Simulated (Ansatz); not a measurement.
TaAl3:
Space group I4/mmm (No. 139); a = b = 3.836 Å, c = 8.505 Å, α = β = γ = 90.00°

```tsv
atom	site	symmetry	x	y	z
Ta	2b	4/mmm	0.0000	0.0000	0.5000
Al	2a	4/mmm	0.0000	0.0000	0.0000
Al	4d	-4m2	0.0000	0.5000	0.2500
```
(The calculation used a cell of 4 atoms; values per cell refer to that cell.)

Relaxed with r²SCAN.

Problem. Tabulate the valence density and the electron localisation function along the shortest Ta–Al contact (2.71 Å), the program Ansatz at the r²SCAN level (PAW).

Solution. 

| distance from Ta (Å) | density (e/Å³) | ELF |
|---|---|---|
| 0.27 | 4.22 | 0.27 |
| 0.41 | 4.54 | 0.58 |
| 0.54 | 3.98 | 0.73 |
| 0.68 | 2.83 | 0.74 |
| 0.81 | 1.65 | 0.62 |
| 0.95 | 0.84 | 0.40 |
| 1.08 | 0.48 | 0.26 |
| 1.22 | 0.35 | 0.27 |
| 1.36 | 0.30 | 0.39 |
| 1.49 | 0.29 | 0.52 |
| 1.63 | 0.28 | 0.60 |
| 1.76 | 0.27 | 0.60 |
| 1.90 | 0.24 | 0.49 |
| 2.03 | 0.18 | 0.25 |
| 2.17 | 0.12 | 0.06 |
| 2.31 | 0.08 | 0.02 |
| 2.44 | 0.07 | 0.07 |

The density is the valence pseudo-density with augmentation charge, so density and ELF within about 1 Å of a nucleus are not all-electron values.

The workflow started from an entry of the Crystallography Open Database (COD, 293 K). Whether it is the stable phase at ambient conditions was not checked. Symmetry was held in the r²SCAN relaxation; whether a distortion lowers the energy is not shown. No spin polarisation was allowed. Axis ratios of metals converge slowly with the k-mesh, so a and c are less sure than the volume. Spin–orbit coupling is left out wherever it is not named.

Potentials: the later of the program's two PAW sets.
